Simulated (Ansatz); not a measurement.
The relaxed structure here is a generated cell of Co: the first start was made by placing the elements on the sites of a structure type, and the end was not matched to a known phase here, so it may be hypothetical. Known forms of Co include space group No. 194.

The end point of a relaxation of Co. Computed with PBE (plane waves to 420 eV, PAW, scalar-relativistic; Ansatz, a quantum-chemistry and plane-wave program).

```
CELL_PARAMETERS angstrom
      0.00000     2.06484     4.39277
      1.28025     0.00000     4.39277
      1.28025     2.06484     0.00000
ATOMIC_POSITIONS crystal
  Co 0.13440 0.13440 0.86560
  Co 0.86560 0.86560 0.13440
```

Task: Determine the symmetry and give the standard cell with its independent sites.

Result: Space group Fmmm (No. 69); a = 2.560 Å, b = 4.130 Å, c = 8.786 Å, α = 90.00°, β = 90.00°, γ = 90.00°

```
atom  site  symmetry       x       y       z
----  ----  --------  ------  ------  ------
Co      8i       mm2  0.0000  0.0000  0.1344
```

Task: Give the shortest distances between elements (the closest pairs, up to four, under 3.6 Å).

Result: Co–Co 2.36 Å.

```json
{
 "volume_per_atom": "11.61 Å³",
 "band_gap": "zero (metallic)",
 "magnetic_moment": "net 1.72 μB/atom, ferromagnetic"
}
```

Spin state reached: ferromagnetic (net 1.72 μB/atom), from parallel starting moments; other spin orders were not run from this start.

The run could not lose the symmetry of its start: the end is stationary, and may be a saddle point rather than a minimum.
